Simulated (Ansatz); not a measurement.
# Ansatz run, SnGeIr

Input file of Ansatz 0.2.0:

```yaml
crystal:
  lattice:
    - [2.21124821, 3.82999212, 0.0]
    - [-2.21124821, 3.82999212, 0.0]
    - [0.0, 0.0, 7.11176237]
  atoms:
    - { symbol: Ge, position: [0.0, 0.0, 0.25] }
    - { symbol: Ge, position: [0.0, 0.0, 0.75] }
    - { symbol: Ir, position: [0.3333, 0.3334, 0.0619] }
    - { symbol: Ir, position: [0.6666, 0.6667, 0.5619] }
    - { symbol: Sn, position: [0.3333, 0.3334, 0.4778] }
    - { symbol: Sn, position: [0.6666, 0.6667, 0.9778] }
  symmetry: { tolerance: 0.0003 }
kpoints:
  mp_grid: { grid: [9, 9, 5], shift: [0, 0, 0] }
  band_path:
    path:
      - [0.0, 0.0, 0.0]
      - [0.49999997, -1.4e-07, 0.0]
      - [0.66666653, 0.33333312, 0.0]
      - [0.0, 0.0, 0.0]
      - [0.0, 0.0, 0.5]
      - [0.49999997, -1.4e-07, 0.5]
      - [0.66666653, 0.33333312, 0.5]
      - [0.0, 0.0, 0.5]
      - [0.49999997, -1.4e-07, 0.5]
      - [0.49999997, -1.4e-07, 0.0]
      - [0.66666653, 0.33333312, 0.5]
    npoints: 6
magnetization:
  spin_polarized: false
scf:
  occupations: { method: fermi_dirac }
  lower_state_search: "off"
  max_iter: 200
hamiltonian:
  pseudopotentials: { kind: paw }
  xc: r2scan
basis:
  ecutwfc: 500
  fft_grid_basis: typed
output:
  forces: true
  stress: true
  eigenvalues: true
  bader: true
  populations: true
  elf: true
  write_potential: true
  volumetric_format: npy
  dos:
    e_range: [-12, 8]
    de: 0.05
    projected: { site_lists: { Ge: [Ge], Ir: [Ir], Sn: [Sn] } }
checkpoint:
  read: saved_state
```

The run starts from an earlier solution of this cell. 

Excerpt of what it printed:

```
SCF iter   1: F=-44578.7024 eV  Δρ=2.04e-3  dr2=8.28e-3  dr2_τ=1.47e-3
SCF iter   2: F=-44578.7082 eV  Δρ=6.95e-4  dr2=3.73e-4  dr2_τ=4.18e-4
SCF iter   3: F=-44578.7083 eV  Δρ=3.73e-4  dr2=1.54e-4  dr2_τ=1.07e-5
SCF iter   4: F=-44578.7083 eV  Δρ=7.06e-5  dr2=9.01e-6  dr2_τ=2.44e-7
SCF iter   5: F=-44578.7083 eV  Δρ=4.29e-5  dr2=3.02e-6  dr2_τ=8.09e-8
SCF iter   6: F=-44578.7083 eV  Δρ=1.37e-5  dr2=3.48e-7  dr2_τ=1.55e-8
SCF iter   7: F=-44578.7083 eV  Δρ=5.07e-6  dr2=4.89e-8  dr2_τ=3.28e-9
Free energy (F): -44578.7083 eV
Harris-Foulkes:  -44578.7083 eV  (|F-HF|=1.10e-8)
Internal energy: -44578.5941 eV  (E = F + TS)
E sigma→0 (E₀):  -44578.6512 eV
Entropy (-TS):   -0.1142 eV (-19.035 meV/atom)
Fermi energy:    13.7629 eV
--- Per-component energies (eV) ---
  E_band       = -806.9463
  E_kinetic    = 1844.0423
  E_local      = -8940.4850  (includes V_loc(G=0)·N_el)
  E_nonlocal   = 920.6712
  E_hartree    = 4085.5720
  E_xc         = -1395.2461
  E_vxc        = -1009.2312  (∫ρ·V_xc dr)
  E_paw        = -30886.6417  (= ΣΔE_a)
  E_vpaw       = -1856.3726  (= ΣTr[D̂ρ^β])
  E_aug_tail   = 0.0000  (compensation charges beyond the density's cutoff)
  E_vtau       = 63.2933  (kinetic-family band-sum trace: ∫τ·v_τ [+ j·A + Jᵃ·Aᵃ] dr)
  E_ewald      = -10205.1720
  E_core_change = -1.3347  (= ΣΔE_core)
  E_smearing   = -0.1142  (= −TS)
--- Stress (GPa, compression-positive) ---
       -2.6439       0.0000       0.0000
        0.0000      -2.6439       0.0000
        0.0000       0.0000      -3.3362
  P = ⅓ Tr σ = -2.8747 GPa (-28.747 kbar)
--- Bader charges: 6 sites ---
  site symbol  charge [e]  shift [e]
     0     Ge      0.2347     0.0000
     1     Ge      0.2347     0.0000
     2     Ir     -1.0044     0.0015
     3     Ir     -1.0044     0.0015
     4     Sn      0.7697     0.0015
     5     Sn      0.7697     0.0015
```

Total energies depend on the potentials used, so only differences within one code and one set of settings carry meaning.

Origin: a known structure type with other elements, at an estimated volume, so it need not be a known compound. Caveats: atoms or cell far from equilibrium.
